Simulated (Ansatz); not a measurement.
S:
Space group R-3, hexagonal axes (No. 148); a = b = 10.418 Å, c = 4.380 Å, α = β = 90.00°, γ = 120.00°

| atom | site | symmetry | x | y | z |
|---|---|---|---|---|---|
| S | 18f | 1 | 0.1538 | 0.1973 | 0.1027 |
(The calculation used a cell of 6 atoms; values per cell refer to that cell.)

Relaxed with PBEsol.

### Question
Which orbitals make up the states near the band edges in plane-wave PAW PBEsol (Ansatz code)?

### Answer
Top 1 eV of the valence band: S 3p 94 %. Bottom 1 eV of the conduction band: S 3p 78 %, S 3s 12 %, outside the projected shells 10 %. Projections are on Löwdin-orthogonalised atomic valence shells; empty p or d shells of many metals are not among them.

### Question
Tabulate the density of states.

### Answer
States/eV per cell of 6 atoms, in 0.25 eV bins, energy from the valence-band maximum.

```
E (eV)  total  S 3p  S 3s
------  -----  ----  ----
-7.87    0.00  0.00  0.00
-7.62    0.00  0.00  0.00
-7.37    0.00  0.00  0.00
-7.12    0.00  0.00  0.00
-6.87    0.00  0.00  0.00
-6.62    0.00  0.00  0.00
-6.37    4.19  4.09  0.02
-6.12    4.11  3.98  0.05
-5.87    2.12  1.91  0.18
-5.62    2.11  1.90  0.19
-5.37    2.86  2.56  0.26
-5.12    3.75  3.30  0.40
-4.87    5.73  4.95  0.71
-4.62    6.94  5.95  0.89
-4.37    1.02  0.91  0.09
-4.12    2.80  2.52  0.23
-3.87    2.83  2.54  0.25
-3.62    4.49  4.02  0.39
-3.37    4.73  4.24  0.40
-3.12    5.30  4.70  0.51
-2.87    3.01  2.64  0.32
-2.62    0.00  0.00  0.00
-2.37    0.00  0.00  0.00
-2.12    0.00  0.00  0.00
-1.87    0.48  0.44  0.03
-1.62    4.32  4.01  0.24
-1.37    5.29  4.96  0.22
-1.12   10.35  9.76  0.31
-0.87    7.73  7.29  0.24
-0.62    6.20  5.87  0.19
-0.37    2.77  2.59  0.10
-0.12    2.86  2.65  0.10
0.13     0.00  0.00  0.00
0.38     0.00  0.00  0.00
0.63     0.00  0.00  0.00
0.88     0.00  0.00  0.00
1.13     0.00  0.00  0.00
1.38     0.00  0.00  0.00
1.63     0.00  0.00  0.00
1.88     0.02  0.01  0.00
2.13     4.53  3.46  0.68
2.38     5.41  4.22  0.68
2.63     3.80  2.99  0.42
2.88     3.54  2.83  0.32
3.13     5.10  4.17  0.35
3.38     3.85  3.16  0.22
3.63     4.62  3.87  0.19
3.88     6.73  5.71  0.28
4.13     5.43  4.58  0.23
4.38     3.59  3.03  0.17
4.63     1.23  1.06  0.05
4.88     0.15  0.14  0.01
5.13     0.00  0.00  0.00
5.38     0.00  0.00  0.00
5.63     0.00  0.00  0.00
5.88     1.12  0.08  0.01
6.13     1.73  0.12  0.01
6.38     2.31  0.13  0.01
6.63     3.13  0.17  0.02
```

The workflow started from an entry of the Crystallography Open Database (COD), which files this formula under 8 space groups. It is not the phase usual at ambient conditions (space group No. 70). The PBEsol relaxation kept the symmetry of its start; whether a distortion lowers the energy is not shown. A crystal of weakly bound molecules computed without a dispersion correction: the cell and the soft elastic constants depend strongly on that.

Potentials: the later of the program's two PAW sets.
